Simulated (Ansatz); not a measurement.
AgI:
```yaml
crystal:
  lattice:
    - [0.00000, 3.30978, 3.30978]
    - [3.30978, 0.00000, 3.30978]
    - [3.30978, 3.30978, 0.00000]
  atoms:
    - { symbol: Ag, position: [0.00000, 0.00000, 0.00000] }
    - { symbol: I, position: [0.25000, 0.25000, 0.25000] }
```

Relaxed with HSE06.

**Question.** Give the Bader charges and basin volumes of the independent atoms, HSE06 in the plane-wave PAW code Ansatz.

**Answer.** 

| atom | Bader charge (e) | Bader volume (Å³) |
|---|---|---|
| Ag1 | +0.36 | 25.9 |
| I2 | -0.36 | 45.5 |

Space group F-43m (zinc blende). The cell was relaxed with HSE06 under the symmetry of its start. The run is not spin-polarised. Scalar-relativistic: spin–orbit coupling is off unless named, which matters more the heavier the elements.

Potentials: the earlier of the program's two PAW sets. The files were generated under PBE; for other functionals the program regenerates the frozen cores, and for LDA and PBEsol the local potential too.
